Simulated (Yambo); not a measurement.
# Convergence of the G0W0 gap of RuP4

G0W0@PBEsol for RuP₄ (space group P2_1/c, No. 14) in Yambo. Reference settings: 2×2×2 Γ-centred k mesh, bands 9 to 231 and a 7 Ry block in the screening, 231 bands in G with the Bruneval-Gonze terminator, plasmon pole fitted at 27.2 eV. The PBEsol gap (-0.5, -0.5, 0) → (-0.5, 0, 0) on this mesh is 0.75 eV; G0W0 gaps are taken between the same points.

| change from the reference | G0W0 gap (-0.5, -0.5, 0) → (-0.5, 0, 0) (eV) | shift of the valence edge (eV) | rough Yambo cost |
|---|---|---|---|
| reference settings | 1.43 | -0.16 | 1 |
| 114 bands in W | 1.40 | 0.03 | within a factor of two |
| 1 Ry block | 1.39 | 0.38 | within a factor of two |
| 3 Ry block | 1.32 | 0.11 | within a factor of two |
| 6 Ry block | 1.40 | -0.12 | within a factor of two |
| no random integration | 1.42 | -0.06 | – |
| 153 bands in G, no terminator | 1.50 | 0.18 | – |
| no terminator | 1.47 | 0.00 | – |

The reference isn't shown to be the converged limit. Costs are rough (shared machines), scaled to the same edge states, and given only for runs that recompute the screening. In the run with 231 bands and a 7 Ry block, which covers more k points, the smallest G0W0 gap is 1.07 eV, (-0.5, -0.5, 0) → Γ.

Spin-orbit splittings are left out.

Geometry of the Materials Project entry, not relaxed at this level; primitive cell a = 4.693 Å, b = 4.686 Å, c = 7.122 Å, α = 90.00°, β = 99.48°, γ = 90.00°.

The structure is a Materials Project entry; no match was found in the copy of COD used, and its stability was not checked.

A shift is the quasiparticle energy of the state minus its PBEsol energy.
